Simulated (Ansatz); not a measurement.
SiGe:
```xyz
4
Lattice="3.9233 0.0000 0.0000 0.0000 3.9281 0.0000 0.0000 0.0000 5.5430" Properties=species:S:1:pos:R:3 pbc="T T T"
Si     2.9425     0.0000     4.8778
Si     0.9808     0.0000     0.6653
Ge     0.9808     1.9641     2.0477
Ge     2.9425     1.9641     3.4954
```

r²SCAN in the plane-wave PAW code Ansatz gives a gap of 0.58 eV without spin–orbit coupling, maximum at Γ, minimum on the S–Y line, 5 % of the way from S.

Problem. What happens when spin–orbit coupling is switched on?

Solution. The gap decreases by 0.04 eV, to 0.54 eV; maximum at Γ, minimum on the S–Y line, 5 % of the way from S.

Problem. Give the electron effective mass with spin–orbit coupling.

Solution. 0.30, 0.42, 0.68 mₑ (principal values).

Problem. Give the hole effective mass with spin–orbit coupling.

Solution. 0.082, 0.21, 0.32 mₑ (principal values).

Space group Pmma. The start of the workflow was typed in or built on a structure type; neither database checked (COD, Materials Project) lists it. Whether it is the stable phase at ambient conditions was not checked. The cell was relaxed with r²SCAN under the symmetry of its start; whether a distortion lowers the energy is not shown.

Potentials: the later of the program's two PAW sets.
